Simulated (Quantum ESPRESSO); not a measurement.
## Al3Cu2Rh2Os (one run as intended and one with a planted mistake)

Simulated, not a measurement. The program is pw.x of Quantum ESPRESSO 7.5 (plane-wave density functional theory). The cell is made up: eight metal atoms on a face-centred cubic lattice, with elements, volume, strain and displacements drawn at random and not relaxed, so it may be unstable or far from any real phase. PseudoDojo standard norm-conserving files set the functional (PBE unless stated); there is no spin polarisation or spin-orbit coupling, the Fermi-Dirac width of 0.25 eV means electrons at about 2900 K, and the masses in the input are unused placeholders. The copper pseudopotential is less sure than most, with forces differing by about three percent and pressure by about two GPa from a second method on plain copper. Heavy elements are run without spin-orbit coupling, which real alloys of them have. A spin test at this wide smearing found no moment, but such smearing suppresses magnetism that the real alloy may have.

Intended input:

```
&control calculation='scf', pseudo_dir='./dojo.nc.sr.pbe.v0_5.standard.upf', outdir='./o', disk_io='minimal', tprnfor=.true., tstress=.true. /
&system ibrav=0, nat=8, ntyp=4, nbnd=61, ecutwfc=92.02030273, nosym=.true., tot_charge=0,
 occupations='smearing', smearing='fd', degauss=0.0183746611
/
&electrons conv_thr=1.470e-08, electron_maxstep=70, mixing_beta=0.5 /
ATOMIC_SPECIES
Al 1.0 Al.upf
Cu 1.0 Cu.upf
Os 1.0 Os.upf
Rh 1.0 Rh.upf
CELL_PARAMETERS angstrom
1.9984 3.8861 2.0305
1.943 -3.8132 1.9401
1.9463 -0.0539 -5.9315
ATOMIC_POSITIONS angstrom
Al -0.0027 -0.0194 -0.0952
Al 1.961 -1.9079 0.0166
Cu 2.067 -0.0423 -1.9612
Al 3.8633 -1.9778 -2.0179
Rh 1.887 0.0308 1.9797
Cu 1.9979 1.855 0.0249
Os 3.9337 -0.0148 0.0634
Rh 3.9999 1.9584 -2.0133
K_POINTS automatic
6 6 4 1 1 1
```

The log is shortened where brackets say so; the opening notice, blank lines, dates and the lines on written files are dropped, and the path of the files is cut. It prints rydbergs, bohrs and kilobars, and counts compression as positive stress. Its total energy is the free energy E - TS of the whole cell.

Log of the intended run:

```
     Program PWSCF v.7.5
     Parallel version (MPI & OpenMP), running on       4 processor cores
     Number of MPI processes:                 4
     Threads/MPI process:                     1
     [start-up lines left out]
     bravais-lattice index     =            0
     lattice parameter (alat)  =       9.1057  a.u.
     unit-cell volume          =     807.9556 (a.u.)^3
     number of atoms/cell      =            8
     number of atomic types    =            4
     number of electrons       =        97.00
     number of Kohn-Sham states=           61
     kinetic-energy cutoff     =      92.0203  Ry
     charge density cutoff     =     368.0812  Ry
     scf convergence threshold =      1.5E-08
     mixing beta               =       0.5000
     number of iterations used =            8  plain     mixing
     Exchange-correlation= PBE
                           (   1   4   3   4   0   0   0)
     [axes and pseudopotential details left out]
   Cartesian axes
     site n.     atom                  positions (alat units)
         1        Al     tau(   1) = (  -0.0005603  -0.0040261  -0.0197570  )
         2        Al     tau(   2) = (   0.4069699  -0.3959500   0.0034450  )
         3        Cu     tau(   3) = (   0.4289683  -0.0087786  -0.4070114  )
         4        Al     tau(   4) = (   0.8017578  -0.4104565  -0.4187785  )
         5        Rh     tau(   5) = (   0.3916126   0.0063920   0.4108508  )
         6        Cu     tau(   6) = (   0.4146279   0.3849716   0.0051675  )
         7        Os     tau(   7) = (   0.8163680  -0.0030715   0.0131575  )
         8        Rh     tau(   8) = (   0.8301066   0.4064304  -0.4178239  )
     number of k points=    72  Fermi-Dirac smearing, width (Ry)=  0.0184
                       cart. coord. in units 2pi/alat
        k(    1) = (   0.2300293  -0.0013493  -0.0260539), wk =   0.0277778
        k(    2) = (   0.3837910  -0.0006634  -0.1786974), wk =   0.0277778
     [further k points left out]
     Dense  grid:    96335 G-vectors     FFT dimensions: (  60,  60,  75)
     Estimated max dynamical RAM per process >     369.90 MB
     Estimated total dynamical RAM >       1.38 GB
     Initial potential from superposition of free atoms
     starting charge      96.9905, renormalised to      97.0000
     Starting wfcs are   62 randomized atomic wfcs
     total cpu time spent up to now is        6.2 secs
     per-process dynamical memory:   295.8 Mb
     Self-consistent Calculation
     iteration #  1     ecut=    92.02 Ry     beta= 0.50
     Davidson diagonalization with overlap
     ethr =  1.00E-02,  avg # of iterations =  5.6
     total cpu time spent up to now is       24.8 secs
     total energy              =   -1438.95867348 Ry
     estimated scf accuracy    <       7.93977324 Ry
     iteration #  2     ecut=    92.02 Ry     beta= 0.50
     Davidson diagonalization with overlap
     ethr =  8.19E-03,  avg # of iterations =  2.5
     total cpu time spent up to now is       42.0 secs
     total energy              =   -1442.55755694 Ry
     estimated scf accuracy    <      22.09376564 Ry
     [iterations 3 to 15 left out]
     iteration # 16     ecut=    92.02 Ry     beta= 0.50
     Davidson diagonalization with overlap
     ethr =  3.48E-10,  avg # of iterations =  1.0
     total cpu time spent up to now is      223.2 secs
     total energy              =   -1444.03206487 Ry
     estimated scf accuracy    <       0.00000003 Ry
     iteration # 17     ecut=    92.02 Ry     beta= 0.50
     Davidson diagonalization with overlap
     ethr =  2.74E-11,  avg # of iterations =  2.0
     total cpu time spent up to now is      237.1 secs
     End of self-consistent calculation
     [lines on levels left out]
!    total energy              =   -1444.03206488 Ry
     estimated scf accuracy    <          3.7E-09 Ry
     smearing contrib. (-TS)   =      -0.09005229 Ry
     internal energy E=F+TS    =   -1443.94201258 Ry
     The total energy is F=E-TS. E is the sum of the following terms:
     one-electron contribution =    -870.85881338 Ry
     hartree contribution      =     482.06133141 Ry
     xc contribution           =    -216.55565255 Ry
     ewald contribution        =    -838.58887806 Ry
     convergence has been achieved in  17 iterations
     Forces acting on atoms (cartesian axes, Ry/au):
     atom    1 type  1   force =    -0.02203400   -0.00725250    0.02323965
     atom    2 type  1   force =     0.00330983   -0.00056943   -0.01154135
     atom    3 type  2   force =    -0.02027717    0.00270876    0.00850538
     atom    4 type  1   force =     0.00266267    0.00172009    0.00668349
     atom    5 type  4   force =     0.03542747    0.00764469   -0.00882872
     atom    6 type  2   force =     0.00533077    0.01121178   -0.01133012
     atom    7 type  3   force =     0.00870863    0.00204273   -0.01040024
     atom    8 type  4   force =    -0.01312821   -0.01750610    0.00367190
     Total force =     0.064208     Total SCF correction =     0.000109
     Computing stress (Cartesian axis) and pressure
          total   stress  (Ry/bohr**3)                   (kbar)     P=     -113.84
  -0.00083648  -0.00000207  -0.00009121         -123.05       -0.30      -13.42
  -0.00000207  -0.00057704  -0.00012019           -0.30      -84.89      -17.68
  -0.00009121  -0.00012019  -0.00090816          -13.42      -17.68     -133.60
     init_run     :      5.82s CPU      6.12s WALL (       1 calls)
     electrons    :    225.05s CPU    230.86s WALL (       1 calls)
     forces       :      2.18s CPU      2.19s WALL (       1 calls)
     stress       :      7.72s CPU      7.72s WALL (       1 calls)
     [timing details left out]
     PWSCF        :   4m 0.85s CPU   4m 7.01s WALL
     JOB DONE.
```

A second run has one planted mistake: two atoms have their elements exchanged. The input lines that differ:

```
- Al 3.8633 -1.9778 -2.0179
+ Cu 3.8633 -1.9778 -2.0179
- Cu 1.9979 1.855 0.0249
+ Al 1.9979 1.855 0.0249
```

Its log:

```
     Program PWSCF v.7.5
     Parallel version (MPI & OpenMP), running on       4 processor cores
     Number of MPI processes:                 4
     Threads/MPI process:                     1
     [start-up lines left out]
     bravais-lattice index     =            0
     lattice parameter (alat)  =       9.1057  a.u.
     unit-cell volume          =     807.9556 (a.u.)^3
     number of atoms/cell      =            8
     number of atomic types    =            4
     number of electrons       =        97.00
     number of Kohn-Sham states=           61
     kinetic-energy cutoff     =      92.0203  Ry
     charge density cutoff     =     368.0812  Ry
     scf convergence threshold =      1.5E-08
     mixing beta               =       0.5000
     number of iterations used =            8  plain     mixing
     Exchange-correlation= PBE
                           (   1   4   3   4   0   0   0)
     [axes and pseudopotential details left out]
   Cartesian axes
     site n.     atom                  positions (alat units)
         1        Al     tau(   1) = (  -0.0005603  -0.0040261  -0.0197570  )
         2        Al     tau(   2) = (   0.4069699  -0.3959500   0.0034450  )
         3        Cu     tau(   3) = (   0.4289683  -0.0087786  -0.4070114  )
         4        Cu     tau(   4) = (   0.8017578  -0.4104565  -0.4187785  )
         5        Rh     tau(   5) = (   0.3916126   0.0063920   0.4108508  )
         6        Al     tau(   6) = (   0.4146279   0.3849716   0.0051675  )
         7        Os     tau(   7) = (   0.8163680  -0.0030715   0.0131575  )
         8        Rh     tau(   8) = (   0.8301066   0.4064304  -0.4178239  )
     number of k points=    72  Fermi-Dirac smearing, width (Ry)=  0.0184
                       cart. coord. in units 2pi/alat
        k(    1) = (   0.2300293  -0.0013493  -0.0260539), wk =   0.0277778
        k(    2) = (   0.3837910  -0.0006634  -0.1786974), wk =   0.0277778
     [further k points left out]
     Dense  grid:    96335 G-vectors     FFT dimensions: (  60,  60,  75)
     Estimated max dynamical RAM per process >     369.90 MB
     Estimated total dynamical RAM >       1.38 GB
     Initial potential from superposition of free atoms
     starting charge      96.9905, renormalised to      97.0000
     Starting wfcs are   62 randomized atomic wfcs
     total cpu time spent up to now is        6.0 secs
     per-process dynamical memory:   295.8 Mb
     Self-consistent Calculation
     iteration #  1     ecut=    92.02 Ry     beta= 0.50
     Davidson diagonalization with overlap
     ethr =  1.00E-02,  avg # of iterations =  5.3
     total cpu time spent up to now is       25.2 secs
     total energy              =   -1438.26259140 Ry
     estimated scf accuracy    <       8.87361036 Ry
     iteration #  2     ecut=    92.02 Ry     beta= 0.50
     Davidson diagonalization with overlap
     ethr =  9.15E-03,  avg # of iterations =  2.7
     total cpu time spent up to now is       42.2 secs
     total energy              =   -1442.37641392 Ry
     estimated scf accuracy    <      25.60856047 Ry
     [iterations 3 to 14 left out]
     iteration # 15     ecut=    92.02 Ry     beta= 0.50
     Davidson diagonalization with overlap
     ethr =  1.25E-09,  avg # of iterations =  2.0
     total cpu time spent up to now is      209.5 secs
     total energy              =   -1443.99141797 Ry
     estimated scf accuracy    <       0.00000033 Ry
     iteration # 16     ecut=    92.02 Ry     beta= 0.50
     Davidson diagonalization with overlap
     ethr =  3.42E-10,  avg # of iterations =  1.2
     total cpu time spent up to now is      221.0 secs
     End of self-consistent calculation
     [lines on levels left out]
!    total energy              =   -1443.99141800 Ry
     estimated scf accuracy    <          8.6E-09 Ry
     smearing contrib. (-TS)   =      -0.10071387 Ry
     internal energy E=F+TS    =   -1443.89070412 Ry
     The total energy is F=E-TS. E is the sum of the following terms:
     one-electron contribution =    -916.48024097 Ry
     hartree contribution      =     505.08555809 Ry
     xc contribution           =    -216.58138726 Ry
     ewald contribution        =    -815.91463398 Ry
     convergence has been achieved in  16 iterations
     Forces acting on atoms (cartesian axes, Ry/au):
     atom    1 type  1   force =    -0.04457112   -0.00676134    0.04472943
     atom    2 type  1   force =     0.01540884   -0.00053969   -0.02494961
     atom    3 type  2   force =    -0.01849033    0.00071458    0.00446027
     atom    4 type  2   force =     0.00097567    0.00599954    0.00875283
     atom    5 type  4   force =     0.03465684    0.00983607   -0.01594996
     atom    6 type  1   force =     0.02078401    0.00704643   -0.01948693
     atom    7 type  3   force =    -0.00008413   -0.00063988    0.00284876
     atom    8 type  4   force =    -0.00867978   -0.01565571   -0.00040480
     Total force =     0.090066     Total SCF correction =     0.000233
     Computing stress (Cartesian axis) and pressure
          total   stress  (Ry/bohr**3)                   (kbar)     P=     -101.21
  -0.00067462   0.00003912   0.00002916          -99.24        5.75        4.29
   0.00003912  -0.00061452  -0.00000310            5.75      -90.40       -0.46
   0.00002916  -0.00000310  -0.00077486            4.29       -0.46     -113.99
     init_run     :      5.66s CPU      5.90s WALL (       1 calls)
     electrons    :    212.63s CPU    214.98s WALL (       1 calls)
     forces       :      2.23s CPU      2.24s WALL (       1 calls)
     stress       :      7.76s CPU      7.76s WALL (       1 calls)
     [timing details left out]
     PWSCF        :   3m48.40s CPU   3m51.04s WALL
     JOB DONE.
```

```
                                            intended run  run with the mistake
                          free energy (eV)    -19647.057            -19646.504
         entropy term -TS, part of it (eV)        -1.225                -1.370
                            pressure (GPa)        -11.38                -10.12
size of the largest force component (eV/Å)         0.911                 1.150
largest change of a force component (eV/Å)                               0.579
                                iterations            17                    16
```

For scale, a rerun of the intended cell at a higher cutoff and on a denser mesh moved values by no more than 0.002 eV in energy, 0.02 GPa in stress and 0.004 eV/Å in force, and a second program with other atomic files agreed on that cell to 2 % rms in force and 0.5 GPa in pressure.